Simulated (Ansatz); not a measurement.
## Phonons of Ru (P6_3/mmc)

```xyz
2
Lattice="2.6914 0.0000 0.0000 -1.3457 2.3308 0.0000 0.0000 0.0000 4.2484" Properties=species:S:1:pos:R:3 pbc="T T T"
Ru    0.0000    1.5539    1.0621
Ru    1.3457    0.7769    3.1863
```

Conventional cell: a = 2.691 Å, b = 2.691 Å, c = 4.248 Å, α = 90.00°, β = 90.00°, γ = 120.00°. Ru (atom 1) is surrounded by 12 Ru at 2.63 to 2.69 Å.

Unless marked otherwise, the numbers come from PBEsol, PAW on Ansatz 0.2.0's default frozen-core files (fitted under PBE), scalar-relativistic. k mesh 16×16×10, Fermi-Dirac smearing of 0.100 eV, cutoff 420 eV. The cell was relaxed by PAW under this functional.

Atoms are displaced by 0.0025 Å in the smallest supercells that hold the wave vectors of a 2×2×2 mesh. Negative values stand for unstable modes.

Problem. What are the phonon energies at the solved wave vectors, in cm⁻¹?

Solution. 

```csv
q,point,modes (cm⁻¹)
0.000 0.000 0.000,Gamma,"202.4 (×2), 261.3"
0.500 0.000 0.000,M,"140.2, 180.5, 182.4, 215.1, 218.4, 221.5"
0.000 0.000 0.500,A,"141.0 (×4), 217.2 (×2)"
0.500 0.000 0.500,L,"164.0 (×2), 187.2 (×2), 257.0 (×2)"
```

Problem. Is the structure dynamically stable at these wave vectors?

Solution. Yes, no mode is unstable there; wave vectors off this mesh aren't tested.

Problem. How do the optical zone-centre modes decompose, and which are active?

Solution. Point group 6/mmm: Γ_opt = E2g + B1g.

```csv
label,cm⁻¹,activity,mostly
E2g,202.4,Raman,Ru (100 %)
B1g,261.3,silent,Ru (100 %)
```

Problem. The cell is scaled evenly to 25.851 and 27.450 Å³ (from 26.651), with free atoms relaxed and the shape held, so these aren't the values under hydrostatic pressure. What are the mode Grüneisen parameters γ = −d ln ω/d ln V?

Solution. For the highest mode, 284.3 cm⁻¹ in the small cell and 239.2 in the large one give γ ≈ 2.88. From the change of the dynamical matrix on each mode:

```
point   cm⁻¹     γ
Gamma  202.4  1.53
Gamma  261.3  2.88
    M  140.2  1.96
    M  180.5  1.92
    M  182.4  3.31
    M  215.1  2.88
    M  218.4  1.99
    M  221.5  3.18
    A  141.0  1.45
    A  217.2  2.36
    L  164.0  2.42
    L  187.2  1.94
    L  257.0  2.66
```

Weighted by the modes' heat capacities at 300 K, the mean on this mesh is 2.31; it moves with the q mesh, and a coarse one overweights the zone boundary.

Known limits: frozen-core PAW files fitted under PBE, their cores solved anew for the functional of the run; responses of metals move with mesh and smearing.
